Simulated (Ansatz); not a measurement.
## ZrSiRu, a database entry at a rescaled volume

```
Ru Zr Si
1.0
     3.36976    5.83659    0.00000
    -3.36976    5.83659    0.00000
     0.00000    0.00000    3.70231
Ru Zr Si
3 3 3
Direct
  0.24800 0.75200 0.00000
  0.75200 0.00000 0.00000
  0.00000 0.24800 0.00000
  0.58000 0.42000 0.50000
  0.42000 0.00000 0.50000
  0.00000 0.58000 0.50000
  0.00000 0.00000 0.50000
  0.33330 0.33340 0.00000
  0.66670 0.66660 0.00000
```

Single point in Ansatz 0.2.0 with r2SCAN, no spin polarisation. Cutoff 500 eV, PAW datasets, 6×6×9 Γ-centred k mesh, fermi-dirac filling (width 0.1 eV).

Q: What is the formation energy?

A: -0.99 eV an atom against the elements' usual phases (free molecules for gases, crystals otherwise, with no correction for O₂ or N₂), so it is bound against them; other compounds may still compete. Relaxing would lower it.

Q: Which atom feels the largest force, and which way?

A: The largest is on Ru2 (and as large on other atoms): 0.55 eV/Å, components (0.28, 0.48, 0.00). It makes 48° with the line to a nearest neighbour, Si7 at 2.49 Å.

Q: Which element gives electrons and which takes them?

A: Bader charges in e: Zr +1.65, Si -1.07 to +0.01, Ru -0.94. In the mean Zr gives up most and Ru takes most.

Q: Metal or insulator?

A: It is a metal, with about 4.1 states/eV a cell as the mean within 0.25 eV of the Fermi level, mostly Ru d (43 %), Zr d (34 %) and Si p (14 %).

Q: What does the stress say?

A: The pressure is -4.0 GPa (compression positive), so with the atoms held at these fractions the cell would first shrink. The principal stresses -4.8, -4.8, -2.2 GPa differ, so its shape would change too.

Origin: a database entry at a rescaled volume.
